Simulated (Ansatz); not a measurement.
NiO (rock salt)

```xyz
2
Lattice="0.0000 2.0943 2.0943 2.0943 0.0000 2.0943 2.0943 2.0943 0.0000" Properties=species:S:1:pos:R:3 pbc="T T T"
O      0.0000     0.0000     0.0000
Ni     2.0943     2.0943     2.0943
```

This relaxed cell (volume V₀) is scaled evenly in all directions, its shape held. Symmetry pins the atoms to their sites.

Method: r2SCAN (plane waves to 500 eV, PAW, scalar-relativistic; Ansatz, a first-principles code). k mesh 14×14×14 (Γ-centred), Fermi-Dirac smearing 0.05 eV. The energy includes the smearing's −TS. Compression counts positive. NiO is run spin-polarised and with no Hubbard U; the real compound is an antiferromagnetic insulator, a state that this run doesn't describe. NiO was relaxed with its symmetry unable to fall. Relaxed NiO ends ferromagnetic. Other magnetic orders were not checked, so this need not be the ground state. The zero of ΔE is the relaxed starting cell.

```csv
V/V₀,ΔE (kJ/mol of atoms),P (GPa),moment (μB/cell)
0.840,20.87,55.2,2.00
0.872,12.49,39.9,2.00
0.904,6.58,27.2,2.00
0.936,2.75,16.5,2.00
0.968,0.65,7.5,2.00
1.000,0.00,0.0,2.00
1.032,0.57,-6.3,2.00
1.064,2.17,-11.6,2.00
1.096,4.63,-16.1,2.00
1.128,7.82,-19.8,2.00
1.160,11.60,-22.9,2.00
```

Summary:

| Item | Value |
|---|---|
| Pressure at the smallest volume | 55.2 GPa |
| Energy cost of the largest compression | 216.3 meV/atom |
| Energy cost of the largest expansion | 120.2 meV/atom |
| Bulk modulus B₀ (third-order Birch-Murnaghan fit) | 215 GPa |
| Pressure derivative B₀′ (fit) | 4.4 |
| Equilibrium volume of the fit | 9.19 Å³/atom |
| Pressure for 5 % compression (fit) | 12.3 GPa |

(A scan under strain: stresses follow from slopes of the energy per volume, elastic moduli from its curvatures.)
